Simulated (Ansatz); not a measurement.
**Rocksalt alloy of MgS and MgSe (30 of 32 S sites exchanged), 64 atoms**

Ansatz, PAW, plane waves. PBEsol relaxation of volume and atoms (shape held) at the single k point (¼, ¼, ¼) without its symmetry partners; single points on the relaxed atoms at the Γ point alone, onto which points of the small cell's zone fold. Arrangement: quasirandom. No spin–orbit coupling unless named.

Relaxed structure:

```yaml
crystal:
  lattice:
    - [10.86655, 0.00000, 0.00000]
    - [0.00000, 10.86655, 0.00000]
    - [0.00000, 0.00000, 10.86655]
  atoms:
    - { symbol: Se, position: [0.24999, 0.00049, 0.00045] }
    - { symbol: Se, position: [0.25012, 0.00068, 0.49901] }
    - { symbol: Se, position: [0.25031, 0.49932, 0.49945] }
    - { symbol: Se, position: [0.75005, 0.99978, 0.00005] }
    - { symbol: Se, position: [0.75022, 0.99992, 0.50001] }
    - { symbol: Se, position: [0.75013, 0.49974, 0.00000] }
    - { symbol: Se, position: [0.75022, 0.49988, 0.50013] }
    - { symbol: Se, position: [0.00153, 0.25055, 0.00064] }
    - { symbol: Se, position: [0.00074, 0.24977, 0.49916] }
    - { symbol: Se, position: [0.00076, 0.74916, 0.99996] }
    - { symbol: Se, position: [0.00025, 0.74975, 0.49996] }
    - { symbol: Se, position: [0.49874, 0.25069, 0.00062] }
    - { symbol: Se, position: [0.49935, 0.25012, 0.49920] }
    - { symbol: Se, position: [0.49932, 0.74926, 0.00005] }
    - { symbol: Se, position: [0.50028, 0.75016, 0.50012] }
    - { symbol: Se, position: [0.00072, 0.00075, 0.24986] }
    - { symbol: Se, position: [0.00006, 0.99996, 0.74994] }
    - { symbol: Se, position: [0.00174, 0.49941, 0.24942] }
    - { symbol: Se, position: [0.00065, 0.50001, 0.75067] }
    - { symbol: Se, position: [0.49943, 0.00084, 0.24993] }
    - { symbol: Se, position: [0.50000, 0.00016, 0.74996] }
    - { symbol: Se, position: [0.49878, 0.49944, 0.24932] }
    - { symbol: Se, position: [0.49913, 0.50010, 0.75070] }
    - { symbol: Se, position: [0.25024, 0.25082, 0.75057] }
    - { symbol: Se, position: [0.25016, 0.74945, 0.24915] }
    - { symbol: Se, position: [0.25007, 0.74952, 0.75050] }
    - { symbol: Se, position: [0.75010, 0.25019, 0.25009] }
    - { symbol: Se, position: [0.75008, 0.25017, 0.75002] }
    - { symbol: Se, position: [0.75019, 0.74998, 0.25010] }
    - { symbol: Se, position: [0.75006, 0.75018, 0.75019] }
    - { symbol: S, position: [0.25002, 0.49906, 0.00087] }
    - { symbol: S, position: [0.24999, 0.25088, 0.24900] }
    - { symbol: Mg, position: [0.00109, 0.99981, 0.99986] }
    - { symbol: Mg, position: [0.00040, 0.99970, 0.49991] }
    - { symbol: Mg, position: [0.00587, 0.49981, 0.00008] }
    - { symbol: Mg, position: [0.00135, 0.49981, 0.50007] }
    - { symbol: Mg, position: [0.49880, 0.99984, 0.99999] }
    - { symbol: Mg, position: [0.50003, 0.00009, 0.49998] }
    - { symbol: Mg, position: [0.49433, 0.49992, 0.00003] }
    - { symbol: Mg, position: [0.49921, 0.50018, 0.50000] }
    - { symbol: Mg, position: [0.25013, 0.25503, 0.00521] }
    - { symbol: Mg, position: [0.24998, 0.25115, 0.49387] }
    - { symbol: Mg, position: [0.24994, 0.74365, 0.00093] }
    - { symbol: Mg, position: [0.25027, 0.74873, 0.49857] }
    - { symbol: Mg, position: [0.75023, 0.25091, 0.00122] }
    - { symbol: Mg, position: [0.75004, 0.24994, 0.49883] }
    - { symbol: Mg, position: [0.75002, 0.74855, 0.00031] }
    - { symbol: Mg, position: [0.75026, 0.74969, 0.49999] }
    - { symbol: Mg, position: [0.25013, 0.00577, 0.24852] }
    - { symbol: Mg, position: [0.25007, 0.00140, 0.75086] }
    - { symbol: Mg, position: [0.25023, 0.49471, 0.24474] }
    - { symbol: Mg, position: [0.24989, 0.49901, 0.75601] }
    - { symbol: Mg, position: [0.75014, 0.00128, 0.24994] }
    - { symbol: Mg, position: [0.75007, 0.00036, 0.75026] }
    - { symbol: Mg, position: [0.75039, 0.49894, 0.24889] }
    - { symbol: Mg, position: [0.74996, 0.50010, 0.75127] }
    - { symbol: Mg, position: [0.00577, 0.25009, 0.24987] }
    - { symbol: Mg, position: [0.00133, 0.24995, 0.74985] }
    - { symbol: Mg, position: [0.00131, 0.75011, 0.25006] }
    - { symbol: Mg, position: [0.00025, 0.75007, 0.75001] }
    - { symbol: Mg, position: [0.49421, 0.25020, 0.24993] }
    - { symbol: Mg, position: [0.49899, 0.25014, 0.74986] }
    - { symbol: Mg, position: [0.49906, 0.75015, 0.25005] }
    - { symbol: Mg, position: [0.50000, 0.75009, 0.74997] }
```

What are the mean bond lengths by pair (pairs within 1.2 times the sum of covalent radii, less contacts 15 % beyond the pair's median; cation–cation pairs of compounds aside; long ionic contacts are cut short by that bound)?

Mg–S 2.655 ± 0.004 Å (standard deviation, 12 bonds); Mg–Se 2.721 ± 0.018 Å (standard deviation, 180 bonds).

What gap lies between the top filled and the lowest empty level in the single points?

HSE06 2.70 eV (21 s on NVIDIA GB200).
